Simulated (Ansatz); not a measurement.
Co (P63/mmc); collinear moments.

```
Co
1.0
     2.50740    0.00000    0.00000
    -1.25370    2.17147    0.00000
     0.00000    0.00000    4.06990
Co
2
Direct
  0.33333 0.66667 0.25000
  0.66667 0.33333 0.75000
```

The geometry is a structure as deposited in COD, held fixed and not relaxed.

Functional, mesh and filling: LDA, 13×13×7 k mesh, Fermi–Dirac smearing of 0.08 eV. PAW means Ansatz 0.2.0 on its default frozen-core files. Site moments are integrated in spheres about the atoms. Start moments (μB): Co1 2, Co2 2.

Iteration by iteration:

```csv
iteration,Harris–Foulkes energy less the last (meV),density residual (eV),M (μB),∫|m| (μB)
1,48.844,4.4e-01,3.2757,3.3724
2,56.923,5.1e-02,3.2444,3.3731
3,40.973,5.3e-03,3.2265,3.3797
4,24.193,1.5e-03,3.2132,3.3840
5,12.648,8.2e-04,3.2052,3.3905
6,6.750,4.3e-04,3.1995,3.3959
7,3.549,4.9e-05,3.1956,3.4006
8,1.943,8.5e-06,3.1928,3.4044
9,-0.020,1.9e-04,3.1858,3.4164
10,-0.005,6.9e-05,3.1864,3.4181
11,0.000,9.6e-06,3.1868,3.4196
12,0.000,5.5e-07,3.1871,3.4206
13,0.000,6.8e-09,3.1871,3.4208
```

Site moments (μB): Co1 1.65, Co2 1.65. Cell moment 3.19 μB.

The PAW files were made with PBE; the program remakes their cores once for the run's functional and then keeps them frozen. The Ansatz runs typed with the search for lower states off end where their start leads. None of this fixes the real material's magnetic order: only patterns that fit the cell were computed, at zero temperature, with a functional that can overstate moments.
